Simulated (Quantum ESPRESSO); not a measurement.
```
CELL_PARAMETERS angstrom
      3.76856     0.00000     0.00000
      0.00000     3.76856     0.00000
      0.00000     0.00000     3.76856
ATOMIC_POSITIONS crystal
  Cl 0.50000 0.50000 0.50000
  Tl 0.00000 0.00000 0.00000
```

Cell and atoms were relaxed with PBEsol from Materials Project entry mp-23167, within its symmetry.

**Question.** What does norm-conserving PBE (stringent potentials; Quantum ESPRESSO, 90 Ry, no spin-orbit coupling) give for the electronic structure near the Fermi level?

**Answer.** The PBE gap is direct, 1.95 eV at X. Spin-orbit coupling is left out; with 6p states at a band edge it can lower the gap by many tenths of an eV, most of a small gap.
